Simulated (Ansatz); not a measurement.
# Does relaxation matter for the field gradients of SrCl2 with an Sr vacancy?

Start: a supercell of SrCl2 (fluorite type, Fm-3m) built from an entry of the Crystallography Open Database (COD), with all atoms left at the host's positions.

Space group Fm-3m (No. 225); a = 13.9420 Å.

```csv
site,Wyckoff,site symmetry,x,y,z
Sr1,24d,m.mm,0.2500,0.2500,0.0000
Sr7,4b,m-3m,0.5000,0.5000,0.5000
Cl8,32f,.3m,0.1250,0.1250,0.1250
Cl11,32f,.3m,0.6250,0.3750,0.3750
```

One atom of each set is listed; the run and its k-mesh use a cell of 23 atoms with edges of 9.86, 9.86, 9.86 Å.

Level of theory: DFT, PBE, plane waves and PAW, scalar-relativistic, 420 eV cutoff, Γ-centred 3×3×3 k-points, Fermi–Dirac smearing 0.01 eV, cell charge -2 (Ansatz 0.2.0).

The largest force at the start is 0.42 eV/Å. Relaxing the ions at fixed cell moves them by 0.174 Å at most (atom 23, Cl) and 0.110 Å rms.

```csv
site,moved (Å),first shell before,first shell after,V_zz before (10²¹ V/m²),η before
Sr1,0.000,8 Cl at 3.02 Å,8 Cl at 2.97–3.04 Å,2.06,0.74
Cl8,0.174,3 Sr at 3.02 Å,3 Sr at 2.97 Å,-3.71,0.00
Cl11,0.066,4 Sr at 3.02 Å,4 Sr at 2.95–3.04 Å,0.17,0.00
```

(1) How do the gradients change?

## Answers

(1) 

```
site  V_zz after  η after  change of V_zz
 Sr1        2.57     0.04           +0.51
 Cl8       -3.82     0.00           -0.11
Cl11       -0.49     0.00           -0.66
```

The largest change of V_zz is on Cl11, from 0.17 to -0.49. In per cent, |V_zz| changes by +25 on Sr, +3 on Cl (all sites that start above 0.5). Where |V_zz| stays above 0.1, η moves most on Sr1, from 0.74 to 0.04. V_zz changes sign on Cl11 (same axis). Sites without a gradient aren't listed.

The defect repeats with the cell of 23 atoms, so it feels its images: sites between two images don't show the values beside a lone defect, and zeros or small values of η there can come from the images' arrangement. A uniform background compensates the cell's charge. Without spin–orbit coupling (the program notes it for Sr) the gradients are little affected as a rule: paired runs on crystals with a gap mostly move them by under 2 % at such atoms.
Before: The neighbours have not yet relaxed around the defect (largest force 0.42 eV/Å), so a real crystal will differ.
